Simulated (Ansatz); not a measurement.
MoPt in space group P-6m2 (No. 187; Mo on 1e, Pt on 1d), the program Ansatz at the PBEsol level (PAW), all energies at zero smearing, with the estimated change up to a 700 eV cutoff added, with one set of potentials and settings (totals compare only within such a set). Cell of 2 atoms (1 Mo, 1 Pt): -17281.665 eV.

| element | reference phase | E (eV/atom) |
|---|---|---|
| Mo | Im-3m, 1 atoms in the cell | -4897.4695 |
| Pt | Fm-3m, 1 atoms in the cell | -12383.8180 |

Formation energy per atom, worked out: (-17281.665 − 1×(-4897.4695) − 1×(-12383.8180))/2 = -0.189 eV/atom (-18 kJ per mol of atoms), at 0 K, without zero-point energy or fitted corrections.

The first step of the workflow began from a Materials Project structure, measured or hypothetical; the Crystallography Open Database copy checked does not list it. With Mo and Pt taken as one species the cell has the higher symmetry P6_3/mmc, so it may be an ordered model of a mixed-site phase. Whether it is the stable phase at ambient conditions was not checked. The cell was relaxed with PBEsol under the symmetry of its start; whether a distortion lowers the energy is not shown. The run is not spin-polarised. The references are the lowest solids computed at this level, not always the standard phases. Scalar-relativistic: spin–orbit coupling is off unless named, which matters more the heavier the elements.

Potentials: the later of the program's two PAW sets.
